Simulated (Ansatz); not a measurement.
**DFT+U series on Cr (Im-3m)**

```
CELL_PARAMETERS angstrom
2.96890 0.00000 0.00000
0.00000 2.96890 0.00000
0.00000 0.00000 2.96890
ATOMIC_POSITIONS crystal
Cr 0.00000 0.00000 0.00000
Cr 0.50000 0.50000 0.50000
```

The source of the geometry is a structure from the Materials Project; atoms and cell stay fixed.

Functional, mesh and filling: PBE, 11×11×11 k mesh, Fermi–Dirac smearing of 0.05 eV. PAW means Ansatz 0.2.0 on its default frozen-core files; LAPW is all-electron LAPW in Ansatz 0.2.0. Site moments are integrated in spheres about the atoms, whose radii differ between the methods. Start moments of the first PAW run (μB): Cr1 -3, Cr2 3.

U is Dudarev's effective value on Löwdin-orthogonalised free-atom orbitals with fully localised double counting, unless a row says otherwise (a row with U and J takes Liechtenstein's form); the search for lower states is left at its default. Gaps are Kohn–Sham gaps on the k mesh over both spins.

Without U, PAW counts the shell on its file's own orbitals, so that entry can be offset from the others.

| run | largest site moment PAW (μB) | largest site moment LAPW (μB) | gap PAW (eV) | gap LAPW (eV) | Cr d electrons PAW | electrons LAPW | P PAW (GPa) | P LAPW (GPa) |
| --- | --- | --- | --- | --- | --- | --- | --- | --- |
| no U | 1.69 | 1.75 | metal | metal | 5.14 | 5.13 | -13.7 | -13.7 |
| U = 1 eV on Cr d | 2.53 | 2.63 | metal | metal | 5.10 | 5.10 | 3.5 | 3.4 |
| U = 3 eV on Cr d | 3.33 | 3.46 | 0.30 | 0.30 | 5.07 | 5.07 | 31.1 | 31.0 |
| U = 5 eV on Cr d | 3.66 | 3.81 | metal | metal | 5.06 | 5.06 | 49.7 | 49.6 |
| U = 3 eV on Cr d, around-mean-field double counting | 1.45 | 1.50 | metal | metal | 5.12 | 5.12 | -12.3 | -12.3 |
| second moment reversed; no U | 1.69 | 1.75 | metal | metal | 5.14 | 5.13 | -13.7 | -13.7 |
| second moment reversed; U = 1 eV on Cr d | 2.53 | 2.63 | metal | metal | 5.10 | 5.10 | 3.5 | 3.4 |

Give the eigenvalues of the occupation matrix of Cr1 d for «U = 1 eV on Cr d» by PAW.

Majority spin: 0.67, 0.67, 0.88, 0.88, 0.88. Minority spin: 0.17, 0.17, 0.25, 0.25, 0.25.

This cell lies far from its zero-pressure volume, so the numbers describe the cell as given rather than the relaxed compound. None of this fixes the real material's magnetic order: only patterns that fit the cell were computed, at zero temperature, with a functional that can overstate moments. Left out because they may lie on a higher state: PAW, second moment reversed; U = 3 eV on Cr d; LAPW, second moment reversed; U = 3 eV on Cr d; PAW, second moment reversed; U = 5 eV on Cr d; LAPW, second moment reversed; U = 5 eV on Cr d; and 1 more.
